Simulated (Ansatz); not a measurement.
Here is the system:

InP:
```xyz
8
Lattice="4.1705 0.0000 0.0000 -2.0853 3.6118 0.0000 0.0000 0.0000 13.6425" Properties=species:S:1:pos:R:3 pbc="T T T"
In     0.0000     0.0000     0.0017
In     0.0000     0.0000     6.8230
In     2.0853     1.2039    10.2343
In     0.0000     2.4079     3.4131
P      0.0000     0.0000    11.0900
P      0.0000     0.0000     4.2687
P      2.0853     1.2039     7.6730
P      0.0000     2.4079     0.8517
```

This is the HSE06-relaxed structure.

Question: All from HSE06 (plane waves, PAW; program Ansatz), unless another level is named. Estimate the band gap.

Answer: 1.41 eV (direct).

Question: What about the valence-band maximum?

Answer: at Γ.

Space group P6_3mc. The cell is a constructed one: a structure type filled with these elements; the Crystallography Open Database copy checked does not list it. It is not the phase usual at ambient conditions (space group No. 216). The HSE06 relaxation kept the symmetry of its start; its stability against distortions is not shown here. The hybrid was solved on a coarse mesh, the path and, where they were found, the r²SCAN edge points; its band edges are the extreme levels among these. Scalar-relativistic: spin–orbit coupling is off unless named, which matters more the heavier the elements.

Potentials: the later of the program's two PAW sets.
